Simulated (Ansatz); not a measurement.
ZnCu (CsCl type)

```yaml
crystal:
  lattice:
    - [5.83761, 0.00000, 0.00000]
    - [2.91880, 2.91880, 0.00000]
    - [2.91880, 0.00000, 2.91880]
  atoms:
    - { symbol: Zn, position: [0.00000, 0.00000, 0.00000] }
    - { symbol: Zn, position: [0.50000, 0.00000, 0.00000] }
    - { symbol: Cu, position: [0.75000, 0.50000, 0.50000] }
    - { symbol: Cu, position: [0.25000, 0.50000, 0.50000] }
```

A phonon eigenvector at R = (0.5, 0.5, 0.5) is frozen into this cell: atom i moves by Q times the vector below, so Q is the largest atomic displacement, in Å. The cell is held. It is one choice among 3 degenerate patterns. (q is in reciprocal vectors of the primitive cell; the cell shown is doubled to hold the pattern.)

```json
[
 {"atom": "Zn1", "x": "0.000", "y": "0.000", "z": "1.000"},
 {"atom": "Zn2", "x": "0.000", "y": "0.000", "z": "-1.000"}
]
```

Atoms not listed stay in place.

Method: r2SCAN (plane waves to 500 eV, PAW, scalar-relativistic; Ansatz, an electronic-structure program). k mesh 16×16×16 (Γ-centred), Fermi-Dirac smearing 0.05 eV. The energy includes the smearing's −TS. With partly filled bands, energies and forces of such displacements shift with the k mesh and the smearing. ZnCu is run without spin polarisation. ZnCu was relaxed with its symmetry unable to fall. ΔE is measured from the undisplaced structure. The last digit holds for this mesh only.

| Q (Å) | ΔE (meV/cell) |
|---|---|
| -0.1000 | 71.8 |
| -0.0833 | 49.6 |
| -0.0667 | 31.7 |
| -0.0500 | withheld |
| -0.0333 | 7.9 |
| -0.0167 | 2.0 |
| 0.0000 | 0.0 |
| 0.0167 | 2.0 |
| 0.0333 | 7.9 |
| 0.0500 | withheld |
| 0.0667 | 31.7 |
| 0.0833 | 49.6 |
| 0.1000 | 71.8 |

Task: Fit an even polynomial form (powers 2, 4) to the given rows and predict ΔE at Q = -0.0500.

Result: Least squares on the 11 given rows: ΔE = (7084)·Q² + (9549)·Q⁴, in meV/cell with Q in Å; root-mean-square residual 0.02 meV/cell. At -0.0500 the fit gives 17.8 meV/cell; the calculation gives 17.8 meV/cell, the same to the digits shown. The quadratic term alone would give 17.7 meV/cell.

(A displaced cell: forces are minus the slopes of the energy, force constants its curvatures, and phonons follow from these.)
